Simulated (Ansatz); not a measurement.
B (bcc (W type), Im-3m) under volume change, PBE (plane waves, PAW; program Ansatz), scaled uniformly.

```csv
V (Å³/atom),E − E(relaxed) (meV/atom),P (GPa)
5.583,42.6,26.68
5.767,18.0,16.45
5.951,4.3,7.62
6.135,0.0,0.00
6.319,3.9,-6.51
6.503,14.5,-11.79
6.687,30.4,-15.80
```

**Question.** What does a third-order Birch–Murnaghan fit give for V₀, B₀ and B′?

**Answer.** V₀ = 6.13 Å³/atom, B₀ = 228 GPa, B′ = 4.7.

A made-up cell: these elements were put on the sites of a structure type; neither database checked (COD, Materials Project) lists it. It is not the phase usual at ambient conditions (space group No. 166). The cell was relaxed with PBE under the symmetry of its start; its stability against distortions is not shown here.

Potentials: the later of the program's two PAW sets.
